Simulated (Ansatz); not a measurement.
**What is wrong with this input? (Ga$_{3}$Sb)**

The input below was meant for crystalline Ga$_{3}$Sb, with PBEsol, plane waves and PAW in Ansatz.

```yaml
crystal:
  lattice:
    - [-2.158799, 2.158799, 4.760484]
    - [2.158799, -2.158799, 4.760484]
    - [2.158799, 2.158799, -4.760484]
  atoms:
    - { symbol: Ga, position: [0.75, 0.25, 0.5] }
    - { symbol: Ga, position: [0.25, 0.75, 0.5] }
    - { symbol: Ga, position: [0.5, 0.5, 0.0], spin: 2.0 }
    - { symbol: Sb, position: [0.0, 0.0, 0.0] }
basis:
  ecutwfc: 420
kpoints:
  mp_grid: { grid: [14, 14, 14] }
hamiltonian:
  xc: pbesol
scf:
  occupations: { method: gaussian, width: 0.1 }
output:
  forces: true
  stress: true
  eigenvalues: true
  populations: true
magnetization:
  spin_polarized: false
```

Command:

```bash
ansatz run input.yaml --threads 1 --pin off --max-ram 2560MiB --backend cpu --events-out ev --progress --plain --runs-dir out
```

From the log:

```text
Error: inconsistent input (magnetization.spin_polarized): false but per-atom `spin:`, `per_species`, `initial_magnetization`, `magnetic_field`, or `spin_locking` is set
```

Question: Name the fault and the cure.

Answer: The fault is starting moments without spin polarisation. Moments need two spin channels. The cure is the moments removed, as this run is meant to be without spin (a magnetic crystal would need spin polarisation switched on instead).

Mended input, as a difference:

```diff
 crystal:
   atoms:
-    - { symbol: Ga, position: [0.5, 0.5, 0.0], spin: 2.0 }
+    - { symbol: Ga, position: [0.5, 0.5, 0.0] }
-magnetization:
-  spin_polarized: false
```

The mended run converges, with a pressure of -3.47 GPa, no gap.

The mended run took 44 s on 1 thread of Intel(R) Xeon(R) Platinum 8488C (Sapphire Rapids), with other jobs on the host, peak memory 0.77 GiB.